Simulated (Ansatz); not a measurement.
In₂Ag:
```xyz
6
Lattice="-3.4474 3.4474 2.8290 3.4474 -3.4474 2.8290 3.4474 3.4474 -2.8290" Properties=species:S:1:pos:R:3 pbc="T T T"
In     1.0673     4.5147     0.0000
In     2.3801     1.0673     0.0000
In     2.3801    -1.0673     2.8290
In     1.0673     2.3801     2.8290
Ag     0.0000     0.0000     1.4145
Ag     0.0000     0.0000     4.2435
```

Relaxed with r²SCAN.

Task: Give the Bader charges and basin volumes of the independent atoms, r²SCAN in the plane-wave PAW code Ansatz.

Result: 

```
atom  Bader charge (e)  Bader volume (Å³)
----  ----------------  -----------------
In1              +0.21               23.5
Ag5              -0.42               20.2
```

Space group I4/mcm. The workflow started from an entry of the Crystallography Open Database (COD). Whether it is the stable phase at ambient conditions was not checked. The r²SCAN relaxation kept the symmetry of its start; whether a distortion lowers the energy is not shown. The run is not spin-polarised.

Potentials: the later of the program's two PAW sets.
